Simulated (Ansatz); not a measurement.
GaN (zinc blende, F-43m), the program Ansatz at the r²SCAN level (PAW). The conduction-band minimum lies at Γ, with 1 equivalent valley. Second derivatives d²E/dk² of the lowest band at one valley (eV·Å²), along Cartesian directions:

| direction | d²E/dk² |
|---|---|
| [100] | 44.49 |
| [010] | 44.49 |
| [001] | 44.49 |
| [110] | 44.47 |
| [101] | 44.47 |
| [011] | 44.47 |

Task: Find the principal effective masses, the density-of-states mass and the conductivity mass.

Result: Off-diagonal terms follow from H_xy = H[110] − (H_xx + H_yy)/2, and m*/mₑ = 7.620 eV·Å² over each eigenvalue: 0.17, 0.17, 0.17. One valley's DOS mass (m₁m₂m₃)^(1/3) = 0.17, conductivity mass 3/(Σ 1/mᵢ) = 0.17 mₑ.

Task: What effective density of states Nc follows at 300 K for parabolic valleys?

Result: Nc = 2.509e19 × 1 × (0.17)^(3/2) ≈ 1.8e18 cm⁻³.

Symmetry was held in the r²SCAN relaxation. Scalar-relativistic: spin–orbit coupling is off unless named, which matters more the heavier the elements.

Potentials: the later of the program's two PAW sets.

Edges and masses are those of Kohn–Sham bands, whose gap is no quasiparticle gap.
